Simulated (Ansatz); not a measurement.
Space group P-3m1 (No. 164). a = 4.420 Å, b = 4.420 Å, c = 10.718 Å, α = 90.00°, β = 90.00°, γ = 120.00°
| atom | site | symmetry | x | y | z |
| --- | --- | --- | --- | --- | --- |
| In | 1b | -3m. | 0.0000 | 0.0000 | 0.5000 |
| In | 2d | 3m. | 0.3333 | 0.6667 | 0.1551 |
| Sb | 1a | -3m. | 0.0000 | 0.0000 | 0.0000 |
| Te | 2d | 3m. | 0.3333 | 0.6667 | 0.6705 |

Equation of state of this In$_{3}$SbTe$_{2}$ structure (not necessarily the ground state), with shape and atoms relaxed at each volume where symmetry leaves them free. It has no gap at any of these volumes. Theory: Ansatz 0.2.0, DFT PBE, scalar-relativistic, plane waves, PAW.

Settings: cutoff 420 eV, Γ-centred mesh 9×9×4 on the computed 6-atom cell, Gaussian smearing of 0.10 eV; no spin polarisation.

| V (Å³/atom) | E − E(largest V) (meV/atom) | P (GPa) |
| --- | --- | --- |
| 26.601 | 40.60 | 7.52 |
| 27.508 | 5.13 | 5.09 |
| 28.415 | -17.76 | 3.06 |
| 29.322 | -30.10 | 1.38 |
| 30.228 | -33.73 | -0.03 |
| 31.135 | -30.14 | -1.20 |
| 32.042 | -20.51 | -2.17 |
| 33.251 | 0.00 | -3.21 |

Fit a third-order Birch–Murnaghan equation to E(V).

V0 = 30.20 Å³/atom, B0 = 43 GPa, B0' = 5.1.

Spin-orbit coupling is left out, which matters for the bands of heavy elements.

Cost: 8 runs of about 11 core-minutes in all, on Arm Neoverse V2 (shared hosts).